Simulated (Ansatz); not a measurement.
**YRh: pressure against volume**

A database entry relaxed whole under r2SCAN (Pm-3m):

```yaml
crystal:
  lattice:
    - [3.41626, 0.00000, 0.00000]
    - [0.00000, 3.41626, 0.00000]
    - [0.00000, 0.00000, 3.41626]
  atoms:
    - { symbol: Y, position: [0.50000, 0.50000, 0.50000] }
    - { symbol: Rh, position: [0.00000, 0.00000, 0.00000] }
```

The cell was scaled uniformly, its shape held, and the atoms relaxed at each volume with plane-wave PAW DFT (Ansatz 0.2.0; r2SCAN, 500 eV, 10×10×10 Γ-centred mesh, fermi-dirac occupations of width 0.100 eV; no spin, no spin-orbit coupling). One row is withheld.

| volume (Å³/atom) | energy over the lowest (meV/atom) | pressure (GPa) |
| --- | --- | --- |
| 18.739 | 28.5 | 8.23 |
| 19.138 | 12.0 | 5.20 |
| 19.537 | ? | ? |
| 19.935 | 0.0 | 0.03 |
| 20.334 | 3.0 | -2.17 |
| 20.733 | 11.2 | -4.16 |
| 21.131 | 24.1 | -5.94 |

Q: Fit the pressures of the other rows to the third-order Birch-Murnaghan form.

A: With f = [(V₀/V)^(2/3) − 1]/2 and P = 3B₀f(1 + 2f)^(5/2)[1 + 3(B₀′ − 4)f/2], least squares gives V₀ = 19.94 Å³ an atom, B₀ = 116 GPa and B₀′ = 4.3; the rows miss the fit by less than 0.01 GPa. The slope of the energies differs from these pressures by 0.11 GPa, since they are taken to zero smearing while pressures follow the free energy.

Q: What does the withheld row hold?

A: The fit gives 2.48 GPa at 19.537 Å³; the run gave 2.48 GPa and 2.8 meV an atom.

Caveats: the shape of the cell was held; 0 K, fixed nuclei; the symmetry was kept, and this need not be the phase that is stable at 0 K; one mesh for all volumes; pressure is positive in compression.
